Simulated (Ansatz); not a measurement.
A generator proposed this cell of RbAsPd3.

```
Rb As Pd
1.0
     4.55906    0.00000    0.00000
     0.00000    4.55906    0.00000
     0.00000    0.00000    4.55906
Rb As Pd
1 1 3
Direct
  0.00000 0.00000 0.00000
  0.50000 0.50000 0.50000
  0.00000 0.50000 0.50000
  0.50000 0.00000 0.50000
  0.50000 0.50000 0.00000
```

Method: Ansatz 0.2.0, DFT PBE, scalar-relativistic, plane waves, PAW. Cutoff 420 eV; k points 4×4×4 on the computed 5-atom cell (Γ-centred); Gaussian smearing, width 0.10 eV; no spin polarisation.

Formation energies are uncorrected and refer to the elements' standard structures at the same level.

Question: How far from equilibrium is it?

Answer: The pressure is 20.9 GPa (it wants to expand), the largest force is 0.00 eV/Å (symmetry fixes the atoms), and the energy is +0.16 eV/atom against the elements. The shortest distance is 2.28 Å.

Question: How much does it gain on relaxing, and where does it end?

Answer: Relaxing gains about 0.23 eV/atom (the start's value is from the coarse mesh, so the gain is rough) in 7 ionic steps and ends at −0.07 eV/atom on the finer mesh. The symmetry stays Pm-3m (No. 221). The end has the antiperovskite type. The volume per atom grows by 21.4 %, from 19.0 to 23.0 Å³. The shortest distance goes from 2.28 Å (As–Pd) to 2.43 Å (As–Pd). Conventional cell: a = 4.864 Å. Rb is surrounded by 12 Pd at 3.44 Å; As is surrounded by 6 Pd at 2.43 Å and 8 Rb at 4.21 Å; around Pd lie 2 As at 2.43 Å, 4 Rb at 3.44 Å and 8 Pd at 3.44 Å.

The last run used an 8×8×8 mesh for its 5-atom cell and Gaussian smearing of 0.10 eV. The reference form of As is held partly by dispersion forces, which this level lacks. The relaxation can't lower the symmetry of the start. A structure relaxed within its symmetry needn't be a true minimum.
